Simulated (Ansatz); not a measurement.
Input file for Ansatz (a quantum-chemistry and plane-wave program):

Ansatz 0.2 input:
```yaml
crystal:
  lattice:
    - [1.4470075194, 0.8354301808, 5.4648338285]
    - [-1.4470075194, 0.8354301808, 5.4648338285]
    - [0.0, -1.6708603617, 5.4648338285]
  atoms:
    - { symbol: Cd, position: [0.0, 0.0, 0.0] }
    - { symbol: Si, position: [0.5, 0.5, 0.5] }
    - { symbol: N, position: [0.7737130932, 0.7737130932, 0.7737130932] }
    - { symbol: N, position: [0.2262869068, 0.2262869068, 0.2262869068] }
kpoints:
  mp_grid: { grid: [11, 11, 11] }
hamiltonian:
  xc: pbesol
  pseudopotentials: { kind: paw }
scf:
  occupations: { method: fixed }
elastic: { mode: relaxed_ion, stencil: two_point, amplitude: 0.005, f_tol: 0.0005 }
```

Output (shortened):

```
Pseudopotential: Cd, paw, valence charge 20
Pseudopotential: Si, paw, valence charge 4
Pseudopotential: N, paw, valence charge 5
Functional definition: PBEsol
Crystal: 4 atoms, lattice volume = 39.638 Å³
Basis set: ecut = 420 eV, 781 PW (Γ), exchange–correlation on 80×80×80 points (8 copies of the dense FFT grid, shifted against one another)
Bands: 21, of which v1, the nominal top of the filled ones, is band 17 counted from 1 (16 counted from 0)
Symmetry: 12 space group operations
Space group: R-3m (ITA 166), of the structure as read, at distance tolerance 3.4e-5 Å
k-points: 146 of 1331
SCF 1 converged in 10 iterations: F = -9563.567326 eV  dr2 = 4.66e-15
relax step   1: F+E_penalty+E_count = -9563.56732636 eV  Δ(F+E_penalty+E_count) = +0.000e0 eV  max|allowed force component| = 6.522e-4 eV/Å  Δτ_max = 0.0000 Å  (10 SCF iters, accepted)
Crystal: 4 atoms, lattice volume = 39.638 Å³
SCF 2 converged in 7 iterations: F = -9563.567326 eV  dr2 = 2.45e-14
relax step   2: F+E_penalty+E_count = -9563.56732638 eV  Δ(F+E_penalty+E_count) = -1.615e-8 eV  max|allowed force component| = 2.208e-4 eV/Å  Δτ_max = 0.0000 Å  (7 SCF iters, accepted)
Crystal: 4 atoms, lattice volume = 39.638 Å³
SCF 3 converged in 10 iterations: F = -9563.567326 eV  dr2 = 7.55e-17
Crystal: 4 atoms, lattice volume = 39.440 Å³
Basis set: ecut = 420 eV, 777 PW (Γ), exchange–correlation on 80×80×80 points (8 copies of the dense FFT grid, shifted against one another)
Symmetry: 4 space group operations
k-points: 366 of 1331
SCF 4 converged in 10 iterations: F = -9563.565850 eV  dr2 = 5.36e-15
relax step   1: F+E_penalty+E_count = -9563.56585026 eV  Δ(F+E_penalty+E_count) = +0.000e0 eV  max|allowed force component| = 1.802e-2 eV/Å  Δτ_max = 0.0000 Å  (10 SCF iters, accepted)
Crystal: 4 atoms, lattice volume = 39.440 Å³
SCF 5 converged in 8 iterations: F = -9563.565878 eV  dr2 = 7.60e-14
relax step   2: F+E_penalty+E_count = -9563.56587840 eV  Δ(F+E_penalty+E_count) = -2.814e-5 eV  max|allowed force component| = 1.083e-2 eV/Å  Δτ_max = 0.0009 Å  (8 SCF iters, accepted)
Crystal: 4 atoms, lattice volume = 39.440 Å³
SCF 6 converged in 9 iterations: F = -9563.565892 eV  dr2 = 1.45e-15
relax step   3: F+E_penalty+E_count = -9563.56589204 eV  Δ(F+E_penalty+E_count) = -1.364e-5 eV  max|allowed force component| = 1.149e-3 eV/Å  Δτ_max = 0.0012 Å  (9 SCF iters, accepted)
Crystal: 4 atoms, lattice volume = 39.440 Å³
SCF 7 converged in 7 iterations: F = -9563.565892 eV  dr2 = 3.51e-14
relax step   4: F+E_penalty+E_count = -9563.56589213 eV  Δ(F+E_penalty+E_count) = -8.614e-8 eV  max|allowed force component| = 4.729e-4 eV/Å  Δτ_max = 0.0001 Å  (7 SCF iters, accepted)
Crystal: 4 atoms, lattice volume = 39.440 Å³
SCF 8 converged in 7 iterations: F = -9563.565892 eV  dr2 = 7.69e-14
Crystal: 4 atoms, lattice volume = 39.836 Å³
Basis set: ecut = 420 eV, 789 PW (Γ), exchange–correlation on 80×80×80 points (8 copies of the dense FFT grid, shifted against one another)
SCF 9 converged in 10 iterations: F = -9563.565955 eV  dr2 = 4.02e-15
relax step   1: F+E_penalty+E_count = -9563.56595543 eV  Δ(F+E_penalty+E_count) = +0.000e0 eV  max|allowed force component| = 1.875e-2 eV/Å  Δτ_max = 0.0000 Å  (10 SCF iters, accepted)
Crystal: 4 atoms, lattice volume = 39.836 Å³
SCF 10 converged in 9 iterations: F = -9563.566000 eV  dr2 = 7.64e-15
relax step   2: F+E_penalty+E_count = -9563.56599993 eV  Δ(F+E_penalty+E_count) = -4.449e-5 eV  max|allowed force component| = 2.586e-4 eV/Å  Δτ_max = 0.0022 Å  (9 SCF iters, accepted)
Crystal: 4 atoms, lattice volume = 39.836 Å³
SCF 11 converged in 8 iterations: F = -9563.566000 eV  dr2 = 7.58e-14
Crystal: 4 atoms, lattice volume = 39.440 Å³
SCF 12 converged in 10 iterations: F = -9563.565822 eV  dr2 = 4.08e-14
relax step   1: F+E_penalty+E_count = -9563.56582249 eV  Δ(F+E_penalty+E_count) = +0.000e0 eV  max|allowed force component| = 6.815e-2 eV/Å  Δτ_max = 0.0000 Å  (10 SCF iters, accepted)
Crystal: 4 atoms, lattice volume = 39.440 Å³
SCF 13 converged in 9 iterations: F = -9563.566019 eV  dr2 = 2.17e-15
relax step   2: F+E_penalty+E_count = -9563.56601864 eV  Δ(F+E_penalty+E_count) = -1.961e-4 eV  max|allowed force component| = 1.004e-3 eV/Å  Δτ_max = 0.0029 Å  (9 SCF iters, accepted)
Crystal: 4 atoms, lattice volume = 39.440 Å³
SCF 14 converged in 6 iterations: F = -9563.566019 eV  dr2 = 6.95e-14
relax step   3: F+E_penalty+E_count = -9563.56601868 eV  Δ(F+E_penalty+E_count) = -4.265e-8 eV  max|allowed force component| = 6.634e-7 eV/Å  Δτ_max = 0.0000 Å  (6 SCF iters, accepted)
Crystal: 4 atoms, lattice volume = 39.440 Å³
SCF 15 converged in 7 iterations: F = -9563.566019 eV  dr2 = 4.77e-14
Crystal: 4 atoms, lattice volume = 39.836 Å³
Basis set: ecut = 420 eV, 793 PW (Γ), exchange–correlation on 80×80×80 points (8 copies of the dense FFT grid, shifted against one another)
SCF 16 converged in 10 iterations: F = -9563.565855 eV  dr2 = 3.77e-14
relax step   1: F+E_penalty+E_count = -9563.56585500 eV  Δ(F+E_penalty+E_count) = +0.000e0 eV  max|allowed force component| = 6.839e-2 eV/Å  Δτ_max = 0.0000 Å  (10 SCF iters, accepted)
Crystal: 4 atoms, lattice volume = 39.836 Å³
SCF 17 converged in 9 iterations: F = -9563.566058 eV  dr2 = 2.62e-15
relax step   2: F+E_penalty+E_count = -9563.56605847 eV  Δ(F+E_penalty+E_count) = -2.035e-4 eV  max|allowed force component| = 1.946e-3 eV/Å  Δτ_max = 0.0029 Å  (9 SCF iters, accepted)
Crystal: 4 atoms, lattice volume = 39.836 Å³
SCF 18 converged in 7 iterations: F = -9563.566059 eV  dr2 = 1.52e-14
relax step   3: F+E_penalty+E_count = -9563.56605863 eV  Δ(F+E_penalty+E_count) = -1.646e-7 eV  max|allowed force component| = 1.705e-6 eV/Å  Δτ_max = 0.0001 Å  (7 SCF iters, accepted)
Crystal: 4 atoms, lattice volume = 39.836 Å³
SCF 19 converged in 9 iterations: F = -9563.566059 eV  dr2 = 4.79e-14
Crystal: 4 atoms, lattice volume = 39.638 Å³
Basis set: ecut = 420 eV, 783 PW (Γ), exchange–correlation on 80×80×80 points (8 copies of the dense FFT grid, shifted against one another)
SCF 20 converged in 10 iterations: F = -9563.566975 eV  dr2 = 1.82e-14
relax step   1: F+E_penalty+E_count = -9563.56697472 eV  Δ(F+E_penalty+E_count) = +0.000e0 eV  max|allowed force component| = 4.173e-2 eV/Å  Δτ_max = 0.0000 Å  (10 SCF iters, accepted)
Crystal: 4 atoms, lattice volume = 39.638 Å³
SCF 21 converged in 8 iterations: F = -9563.567105 eV  dr2 = 6.84e-14
relax step   2: F+E_penalty+E_count = -9563.56710463 eV  Δ(F+E_penalty+E_count) = -1.299e-4 eV  max|allowed force component| = 2.528e-2 eV/Å  Δτ_max = 0.0019 Å  (8 SCF iters, accepted)
Crystal: 4 atoms, lattice volume = 39.638 Å³
SCF 22 converged in 8 iterations: F = -9563.567180 eV  dr2 = 8.52e-14
relax step   3: F+E_penalty+E_count = -9563.56717979 eV  Δ(F+E_penalty+E_count) = -7.516e-5 eV  max|allowed force component| = 2.497e-4 eV/Å  Δτ_max = 0.0030 Å  (8 SCF iters, accepted)
Crystal: 4 atoms, lattice volume = 39.638 Å³
SCF 23 converged in 7 iterations: F = -9563.567180 eV  dr2 = 4.67e-14
Crystal: 4 atoms, lattice volume = 39.638 Å³
Basis set: ecut = 420 eV, 785 PW (Γ), exchange–correlation on 80×80×80 points (8 copies of the dense FFT grid, shifted against one another)
SCF 24 converged in 10 iterations: F = -9563.566993 eV  dr2 = 1.91e-14
relax step   1: F+E_penalty+E_count = -9563.56699292 eV  Δ(F+E_penalty+E_count) = +0.000e0 eV  max|allowed force component| = 4.218e-2 eV/Å  Δτ_max = 0.0000 Å  (10 SCF iters, accepted)
Crystal: 4 atoms, lattice volume = 39.638 Å³
SCF 25 converged in 9 iterations: F = -9563.567201 eV  dr2 = 1.58e-14
relax step   2: F+E_penalty+E_count = -9563.56720099 eV  Δ(F+E_penalty+E_count) = -2.081e-4 eV  max|allowed force component| = 1.527e-3 eV/Å  Δτ_max = 0.0050 Å  (9 SCF iters, accepted)
Crystal: 4 atoms, lattice volume = 39.638 Å³
SCF 26 converged in 7 iterations: F = -9563.567201 eV  dr2 = 1.01e-14
relax step   3: F+E_penalty+E_count = -9563.56720109 eV  Δ(F+E_penalty+E_count) = -1.027e-7 eV  max|allowed force component| = 5.924e-6 eV/Å  Δτ_max = 0.0001 Å  (7 SCF iters, accepted)
Crystal: 4 atoms, lattice volume = 39.638 Å³
SCF 27 converged in 8 iterations: F = -9563.567201 eV  dr2 = 8.85e-14
SCF converged after 10 iterations
Stability not checked: this state was not tested for a lower state beside it, because too few of the mixer's solves of this state at the end of the SCF gave a …
Free energy (F): -9563.567326 eV
Harris-Foulkes:  -9563.567326 eV  (|F-HF|=3.64e-12)
Internal energy: -9563.567326 eV  (E = F + TS)
E sigma→0 (E₀):  -9563.567326 eV
Fermi energy:    14.842326 eV
--- Per-component energies (eV) ---
  E_band       = -267.458155
  E_kinetic    = 816.314209
  E_local      = -3553.355525  (includes V_loc(G=0)·N_el)
  E_nonlocal   = 151.786374
  E_hartree    = 1662.146927
  E_xc         = -352.849895
  E_vxc        = -425.027856  (∫ρ·V_xc dr)
  E_paw        = -4758.327019  (= ΣΔE_a)
  E_vpaw       = -581.469417  (= ΣTr[D̂ρ^β])
  E_aug_tail   = 0.000205  (compensation charges beyond the density's cutoff)
  E_ewald      = -3529.712322
  E_core_change = 0.429718  (= ΣΔE_core)
  E_smearing   =  0.000000  (= −TS)
  E_closure    =  0.000000  (closes the sum)
  Σ components = -9563.567326   (vs F -9563.567326, Δ=0.00e0)
--- Forces (eV/Å), atoms counted from 1 ---
  atom   1  Cd     0.00000000     0.00000000     0.00000000
  atom   2  Si     0.00000000     0.00000000     0.00000000
  atom   3  N      0.00000000     0.00000000    -0.00022081
  atom   4  N      0.00000000     0.00000000     0.00022081
  max |Σ_I F_I| component: 0.0 eV/Å
--- Stress (GPa, compression-positive) ---
        0.013207       0.000000       0.000000
        0.000000       0.013207       0.000000
        0.000000       0.000000      -0.005272
  P = ⅓ Tr σ = 0.0070 GPa (0.070 kbar)
--- Band table (eV; the first three rows and the last of 146) ---
  k-point 0: bands = ["-87.2530", "-48.3804", "-48.3804", "-48.2772", "-3.3593", "0.4796", "5.1205", "6.1361", "6.1361", "7.0361", "7.0361", "7.0993", "13.4335", "13.5576", "13.5576", "14.1116", "14.1116", "16.1333", "20.3193", "21.8408", "24.1288"]
  k-point 1: bands = ["-87.2525", "-48.3866", "-48.3820", "-48.2765", "-3.2055", "0.5467", "5.2782", "6.0908", "6.2290", "6.9702", "7.0077", "7.2093", "12.3052", "13.2307", "13.3390", "14.0785", "14.2176", "16.5799", "20.8172", "21.7563", "24.4410"]
  k-point 2: bands = ["-87.2510", "-48.4035", "-48.3863", "-48.2745", "-2.7540", "0.7355", "5.5373", "6.1086", "6.4858", "6.7791", "6.9318", "7.5925", "10.5635", "12.1165", "12.6760", "14.1991", "14.2444", "17.1153", "21.1776", "22.0747", "25.0702"]
  k-point 145: bands = ["-87.2525", "-48.3866", "-48.3820", "-48.2765", "-3.0370", "0.0025", "5.5972", "6.0702", "6.2307", "6.8472", "7.0185", "9.3202", "9.9327", "12.7661", "13.0266", "13.8430", "14.4125", "18.5623", "20.5261", "21.5417", "23.7949"]
--- Elastic constants: 3 strain directions × 2 members + reference (group order 12) ---
  dense FFT box of the reference and of every strained cell: 40×40×40
  strains applied: 11, 33, 23; error gains …
  reference relaxed by the batch: 2 steps …
  largest displacement 1.9e-5 Å; the constants are those of the deck's cell at these positions:
  atoms:
    - { symbol: Cd, position: [0.0, 0.0, 0.0] }
    - { symbol: Si, position: [0.5, 0.5, 0.5000000000000001] }
    - { symbol: N, position: [0.773711964712668, 0.773711964712668, 0.773711964712668] }
    - { symbol: N, position: [0.22628803528733207, 0.22628803528733207, 0.22628803528733205] }
  C = ∂σ_k/∂η_j (tension-positive GPa; Voigt order 11 22 33 23 13 12):
       445.531    127.796    100.278    -12.475      0.000      0.000
       127.796    445.531    100.278     12.475      0.000      0.000
       100.201    100.201    417.410      0.000      0.000      0.000
       -12.480     12.480      0.000     40.410      0.000      0.000
         0.000      0.000      0.000      0.000     40.410    -12.480
         0.000      0.000      0.000      0.000    -12.475    158.867
  reference stress σ⁰ (GPa):     -0.013     -0.013      0.005      0.000      0.000      0.000
  moduli (Voigt/Reuss/Hill, GPa): K = 218.34/217.65/217.99   G = 113.28/71.84/92.56   E = 243.25   ν = 0.314
  mechanically stable: yes (min eigenvalue of sym C = 39.11 GPa)
  strain η (Voigt 11):  stress-route row diagonal C_11 = 445.53 GPa, energy-path curvature d²(F+E_count+ΔE)/dδ²/Ω₀ = 445.33 GPa
         δ    σ_11 (GPa)             F (eV)   n_scf  n_hpsi   n_pw
    -5.000e-3      -2.2888       -9563.5658921       7  116511    785   relax 4 steps, max|allowed force component| 4.73e-4 eV/Å
     5.000e-3       2.1665       -9563.5659999       8  119988    793   relax 2 steps, max|allowed force component| 2.59e-4 eV/Å
  strain η (Voigt 33):  stress-route row diagonal C_33 = 417.41 GPa, energy-path curvature d²(F+E_count+ΔE)/dδ²/Ω₀ = 417.39 GPa
         δ    σ_33 (GPa)             F (eV)   n_scf  n_hpsi   n_pw
    -5.000e-3      -2.1167       -9563.5660187       7   45886    784   relax 3 steps, max|allowed force component| 6.63e-7 eV/Å
     5.000e-3       2.0574       -9563.5660586       9   50661    793   relax 3 steps, max|allowed force component| 1.71e-6 eV/Å
  strain η (Voigt 23):  stress-route row diagonal C_44 = 40.41 GPa, energy-path curvature d²(F+E_count+ΔE)/dδ²/Ω₀ = 40.46 GPa
         δ    σ_23 (GPa)             F (eV)   n_scf  n_hpsi   n_pw
    -5.000e-3      -0.2062       -9563.5671798       7  114949    787   relax 3 steps, max|allowed force component| 2.50e-4 eV/Å
     5.000e-3       0.1979       -9563.5672011       8  119495    788   relax 3 steps, max|allowed force component| 5.92e-6 eV/Å
```

Cost: about 2.9 core-minutes (a rough figure) on shared cores.

The start of the workflow was typed in or built on a structure type; neither database checked (COD, Materials Project) lists it. Its standing as an ambient phase is unchecked. The cell was relaxed with PBEsol under the symmetry of its start; whether a distortion lowers the energy is not shown. Scalar-relativistic: spin–orbit coupling is off unless named, which matters more the heavier the elements.

Potentials: the later of the program's two PAW sets.

Ansatz is a plane-wave DFT program.
